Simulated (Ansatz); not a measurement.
# NbZn₃: projected DOS by orbital

```
CELL_PARAMETERS angstrom
3.93400 0.00000 0.00000
0.00000 3.93400 0.00000
0.00000 0.00000 3.93400
ATOMIC_POSITIONS crystal
Nb 0.00000 0.00000 0.00000
Zn 0.00000 0.50000 0.50000
Zn 0.50000 0.00000 0.50000
Zn 0.50000 0.50000 0.00000
```

Atom numbers follow the list: Nb1, Zn2, Zn3, Zn4.

The geometry is COD entry 2310977, unchecked; take it as a test cell.

Spin polarisation is left out, and whether a magnetic state lies lower isn't shown here.

Theory: DFT, PBEsol, all-electron LAPW, scalar-relativistic (Ansatz 0.2.0).

Settings: a Γ-centred 10×10×10 k mesh, Fermi–Dirac smearing of 0.05 eV, basis error target 1 meV/atom, no spin polarisation.

States per eV for one atom of each kind, in 0.4 eV bins named by their centres, from the Fermi level, projected on a minimal set of Löwdin-orthogonalised atomic shells; orbitals are real harmonics on the Cartesian axes, equal curves share a column, and empty bins are left out, as is all above 7.7 eV, near the top of the computed bands.

Nb1 4d:

```
# E all dz2=dx2-y2 dxz=dyz=dxy
-7.9 0.01 0.00 0.00
-7.5 0.16 0.01 0.05
-7.1 0.49 0.11 0.09
-6.7 0.25 0.04 0.06
-6.3 0.09 0.01 0.02
-5.9 0.18 0.00 0.06
-5.5 0.15 0.01 0.04
-5.1 0.10 0.02 0.02
-4.7 0.12 0.03 0.02
-4.3 0.19 0.05 0.03
-3.9 0.23 0.06 0.04
-3.5 0.22 0.05 0.04
-3.1 0.34 0.05 0.08
-2.7 0.63 0.10 0.14
-2.3 0.63 0.15 0.11
-1.9 0.86 0.22 0.14
-1.5 1.31 0.38 0.18
-1.1 2.39 0.61 0.39
-0.7 2.82 0.27 0.76
-0.3 1.72 0.11 0.50
0.1 1.00 0.05 0.30
0.5 0.79 0.04 0.24
0.9 0.64 0.06 0.17
1.3 0.72 0.12 0.16
1.7 2.41 1.03 0.12
2.1 1.50 0.56 0.13
2.5 1.11 0.33 0.15
2.9 0.66 0.17 0.10
3.3 0.43 0.09 0.09
3.7 0.26 0.03 0.07
4.1 0.09 0.01 0.03
4.5 0.40 0.01 0.12
4.9 0.48 0.01 0.15
5.3 0.35 0.01 0.11
5.7 0.20 0.01 0.06
6.1 0.15 0.01 0.04
6.5 0.13 0.02 0.03
6.9 0.09 0.01 0.02
7.3 0.08 0.01 0.02
```

Zn2 3d:

```
# E all dz2 dxz=dxy dyz dx2-y2
-8.3 0.01 0.00 0.00 0.00 0.00
-7.9 0.05 0.01 0.01 0.00 0.02
-7.5 1.21 0.15 0.38 0.06 0.24
-7.1 7.34 1.48 1.66 1.34 1.21
-6.7 9.96 1.76 1.41 3.25 2.13
-6.3 5.53 1.43 1.31 0.23 1.25
-5.9 0.21 0.05 0.06 0.01 0.04
-5.5 0.06 0.01 0.02 0.00 0.01
-5.1 0.04 0.01 0.01 0.00 0.01
-4.7 0.04 0.01 0.01 0.00 0.01
-4.3 0.04 0.01 0.01 0.00 0.01
-3.9 0.04 0.01 0.01 0.00 0.01
-3.5 0.03 0.01 0.01 0.00 0.01
-3.1 0.06 0.01 0.02 0.00 0.01
-2.7 0.07 0.01 0.02 0.00 0.01
-2.3 0.04 0.01 0.01 0.00 0.01
-1.9 0.03 0.01 0.01 0.00 0.01
-1.5 0.03 0.01 0.01 0.00 0.01
-1.1 0.04 0.02 0.01 0.00 0.01
-0.7 0.03 0.01 0.01 0.00 0.00
-0.3 0.02 0.00 0.01 0.00 0.00
0.1 0.01 0.00 0.00 0.01 0.00
0.5 0.01 0.00 0.00 0.01 0.00
0.9 0.01 0.00 0.00 0.01 0.00
1.3 0.01 0.00 0.00 0.01 0.00
1.7 0.01 0.00 0.00 0.00 0.00
2.1 0.01 0.00 0.00 0.01 0.00
2.5 0.01 0.00 0.00 0.01 0.00
2.9 0.01 0.00 0.00 0.01 0.00
3.3 0.01 0.00 0.00 0.00 0.00
```

Nb1 5s:

```
# E all
-9.1 0.02
-8.7 0.08
-8.3 0.10
-7.9 0.11
-7.5 0.13
-7.1 0.27
-6.7 0.06
-6.3 0.05
-5.9 0.04
-5.5 0.06
-5.1 0.09
-4.7 0.13
-4.3 0.20
-3.9 0.21
-3.5 0.15
-3.1 0.07
-2.7 0.05
-2.3 0.07
-1.9 0.16
-1.5 0.15
-1.1 0.08
-0.7 0.06
-0.3 0.03
0.1 0.01
0.5 0.01
0.9 0.02
1.3 0.04
1.7 0.20
2.1 0.18
2.5 0.41
2.9 0.23
3.3 0.12
3.7 0.06
4.1 0.02
4.5 0.14
4.9 0.19
5.3 0.08
5.7 0.06
6.1 0.05
6.5 0.06
6.9 0.03
7.3 0.05
```

Zn2 4s:

```
# E all
-9.1 0.01
-8.7 0.05
-8.3 0.09
-7.9 0.13
-7.5 0.30
-7.1 0.19
-6.7 0.11
-6.3 0.12
-5.9 0.19
-5.5 0.12
-5.1 0.10
-4.7 0.11
-4.3 0.13
-3.9 0.14
-3.5 0.13
-3.1 0.26
-2.7 0.29
-2.3 0.17
-1.9 0.12
-1.5 0.09
-1.1 0.05
-0.7 0.03
-0.3 0.01
0.1 0.01
0.5 0.01
0.9 0.01
1.3 0.01
1.7 0.06
2.1 0.06
2.5 0.08
2.9 0.07
3.3 0.11
3.7 0.11
4.1 0.07
4.5 0.28
4.9 0.28
5.3 0.19
5.7 0.10
6.1 0.08
6.5 0.08
6.9 0.04
7.3 0.05
```
